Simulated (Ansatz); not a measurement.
GePd (CsCl type, Pm-3m) under volume change, plane-wave PAW r²SCAN (Ansatz code), scaled uniformly.

```json
[
 {"V (Å³/atom)": "14.118", "E − E(relaxed) (meV/atom)": "?", "P (GPa)": "?"},
 {"V (Å³/atom)": "14.584", "E − E(relaxed) (meV/atom)": "?", "P (GPa)": "?"},
 {"V (Å³/atom)": "15.049", "E − E(relaxed) (meV/atom)": "5.8", "P (GPa)": "4.20"},
 {"V (Å³/atom)": "15.514", "E − E(relaxed) (meV/atom)": "0.0", "P (GPa)": "0.00"},
 {"V (Å³/atom)": "15.980", "E − E(relaxed) (meV/atom)": "5.1", "P (GPa)": "-3.44"},
 {"V (Å³/atom)": "16.445", "E − E(relaxed) (meV/atom)": "19.6", "P (GPa)": "-6.43"},
 {"V (Å³/atom)": "16.911", "E − E(relaxed) (meV/atom)": "41.9", "P (GPa)": "-8.84"}
]
```

Task: What belongs in the gaps?

Result: 
- 14.118, E − E(relaxed) (meV/atom): 63.1
- 14.118, P (GPa): 16.31
- 14.584, E − E(relaxed) (meV/atom): 25.7
- 14.584, P (GPa): 9.67

Task: What does a third-order Birch–Murnaghan fit give for V₀, B₀ and B′?

Result: V₀ = 15.51 Å³/atom, B₀ = 131 GPa, B′ = 5.9.

A made-up cell: these elements were put on the sites of a structure type; neither database checked (COD, Materials Project) lists it. COD files the formula under space group No. 62. Whether it is the stable phase at ambient conditions was not checked. The r²SCAN relaxation kept the symmetry of its start; its stability against distortions is not shown here. No spin polarisation was allowed. Spin–orbit coupling is left out wherever it is not named.

Potentials: the earlier of the program's two PAW sets.
